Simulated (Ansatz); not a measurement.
The following input was run with Ansatz 0.2.0.

```yaml
crystal:
  lattice:
    - [2.4616676566, -1.7604633238, -0.0181368682]
    - [2.4616676566, 1.7604633238, -0.0181368682]
    - [-1.0632761853, 0.0, 10.9787220693]
  atoms:
    - { symbol: Al, position: [-0.0196145248, 0.0196145248, 0.0] }
    - { symbol: Au, position: [0.61333149, 0.6044053013, 0.8232239496] }
    - { symbol: Au, position: [0.1739200837, 0.1632317476, 0.6031114667] }
    - { symbol: Au, position: [0.8367682524, 0.8260799163, 0.3968885333] }
    - { symbol: Au, position: [0.3955946987, 0.38666851, 0.1767760504] }
basis:
  ecutwfc: 420
kpoints:
  mp_grid: { grid: [12, 12, 4] }
hamiltonian:
  xc: pbesol
scf:
  occupations: { method: gaussian, width: 0.1 }
output:
  forces: true
  stress: true
  eigenvalues: true
```

It can be run as
```bash
ansatz run input.yaml --threads 1 --pin off --backend cpu --events-out ev --progress --plain --runs-dir out  # memory cap (--max-ram) not shown
```

Level of theory: DFT PBEsol, scalar-relativistic, plane waves, PAW (Ansatz 0.2.0).

From the run's log, abridged (final results; tables in files aren't shown):

```
SCF 1 converged in 8 iterations: F = -52553.112912 eV  dr2 = 9.50e-9
SCF converged after 8 iterations
Free energy (F): -52553.112912 eV
Harris-Foulkes:  -52553.112912 eV  (|F-HF|=5.93e-9)
Internal energy: -52553.106349 eV  (E = F + TS)
E sigma→0 (E₀):  -52553.109630 eV
Entropy (-TS):   -0.006562 eV (-1.312 meV/atom)
Fermi energy:    15.394186 eV
--- Per-component energies (eV) ---
  E_band       = -1178.179135
  E_kinetic    = 2434.331752
  E_local      = -9764.233308  (includes V_loc(G=0)·N_el)
  E_nonlocal   = 318.138832
  E_hartree    = 4207.050409
  E_xc         = -942.136881
  E_vxc        = -1122.782630  (∫ρ·V_xc dr)
  E_paw        = -38716.630612  (= ΣΔE_a)
  E_vpaw       = -1457.740150  (= ΣTr[D̂ρ^β])
  E_aug_tail   = 0.005474  (compensation charges beyond the density's cutoff)
  E_ewald      = -10090.889071
  E_core_change = 1.257055  (= ΣΔE_core)
  E_smearing   = -0.006562  (= −TS)
--- Forces (eV/Å), atoms counted from 1 ---
  atom   1  Al     0.00000000    -0.13477231     0.00000000
  atom   2  Au     0.00151687     0.06541807    -0.13901768
  atom   3  Au     0.42113305     0.00196856     0.54513225
  atom   4  Au    -0.42113305     0.00196856    -0.54513225
  atom   5  Au    -0.00151687     0.06541807     0.13901768
--- Stress (GPa, compression-positive) ---
      -10.881746       0.000000       0.755280
        0.000000     -11.293748       0.000000
        0.755279       0.000000     -11.759496
  P = ⅓ Tr σ = -11.3117 GPa (-113.117 kbar)
--- Band table (eV; the first three rows and the last of 164) ---
  k-point 0: bands = ["-90.3843", "-90.3843", "-89.5950", "-89.5869", "-41.8418", "-41.8410", "-41.7065", "-41.7065", "-41.6838", "-41.6837", "-41.1029", "-40.9578", "-40.9428", "-40.9293", "-40.9273", "-40.9233", "5.6318", "7.6744", "7.8864", "9.3964", "9.5057", "10.1072", "10.1536", "10.7104", "10.7873", "10.9552", "11.1953", "11.4227", "11.5677", "11.5824", "11.6140", "11.8961", "11.9151", "12.3645", "12.5305", "12.6899", "12.9273", "13.0091", "13.1871", "13.4907", "13.5365", "21.1172", "21.3064", "23.4525", "24.0078", "24.5338", "25.4380", "27.5887"]
  k-point 1: bands = ["-90.3843", "-90.3843", "-89.5950", "-89.5869", "-41.8417", "-41.8410", "-41.7065", "-41.7065", "-41.6838", "-41.6837", "-41.1029", "-40.9578", "-40.9428", "-40.9293", "-40.9273", "-40.9233", "5.6570", "7.3025", "8.3493", "9.3946", "9.4895", "10.1118", "10.1481", "10.7130", "10.7908", "11.0171", "11.1947", "11.3896", "11.5714", "11.5801", "11.6370", "11.8760", "11.9386", "12.1056", "12.5140", "12.5280", "12.6901", "12.9346", "13.0072", "13.4469", "14.6288", "19.5198", "23.0702", "23.4460", "24.0232", "24.5355", "25.4183", "27.0745"]
  k-point 2: bands = ["-90.3843", "-90.3843", "-89.5950", "-89.5869", "-41.8416", "-41.8411", "-41.7065", "-41.7065", "-41.6838", "-41.6837", "-41.1029", "-40.9578", "-40.9428", "-40.9293", "-40.9273", "-40.9233", "5.6846", "7.1201", "8.6456", "9.3872", "9.4664", "10.1185", "10.1404", "10.7159", "10.7943", "11.1593", "11.2439", "11.3711", "11.4396", "11.5787", "11.6294", "11.6796", "11.8710", "11.9571", "12.4575", "12.5222", "12.6888", "12.9356", "13.0051", "13.4461", "15.3369", "18.6585", "23.4362", "24.0269", "24.3200", "24.7219", "25.1159", "26.2853"]
  k-point 163: bands = ["-90.3807", "-90.3807", "-89.5897", "-89.5849", "-41.8402", "-41.8402", "-41.7658", "-41.7655", "-41.7324", "-41.7323", "-41.1104", "-41.0188", "-40.9762", "-40.9735", "-40.9721", "-40.9473", "8.9503", "9.2419", "9.3314", "9.7898", "9.9580", "10.0326", "10.3489", "10.4160", "10.4538", "11.2918", "11.3338", "11.6353", "11.7671", "12.7395", "12.8388", "12.8754", "12.9501", "12.9833", "13.5546", "13.8067", "14.2012", "14.7366", "15.9398", "16.8135", "17.1755", "17.2104", "18.4572", "19.6220", "19.6571", "20.6816", "20.7794", "21.9661"]
```

The calculation finished and met its thresholds.

Spin–orbit coupling is left out, which can shift energies with elements as heavy as these.